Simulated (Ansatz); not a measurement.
Data:

AlRu:
```
AlRu
1.0
    1.47421    -4.54289     0.00000
    1.47421     4.54289     0.00000
    0.00000     0.00000     4.08894
Al Ru
2 2
Direct
  0.59290   0.40710   0.25000
  0.40710   0.59290   0.75000
  0.86334   0.13666   0.25000
  0.13666   0.86334   0.75000
```

This is the PBEsol-relaxed structure.

### Question
All from plane-wave PAW PBEsol (Ansatz code), unless another level is named. Give the bulk modulus (Birch–Murnaghan fit).

### Answer
196 GPa.

### Question
And the highest zone-centre frequency?

### Answer
412 cm⁻¹.

Space group Cmcm. The start of the workflow was typed in or built on a structure type; neither database checked (COD, Materials Project) lists it. COD files the formula under space group No. 221, so this cell is another polymorph or a model. Its standing as an ambient phase is unchecked. The PBEsol relaxation kept the symmetry of its start; of distortions, only those at the zone centre were tested. The run is not spin-polarised. As this level gives no gap, phonon frequencies hold no LO–TO term and depend on the k-mesh and smearing (Fermi–Dirac, 0.1 eV here).

Potentials: the later of the program's two PAW sets.
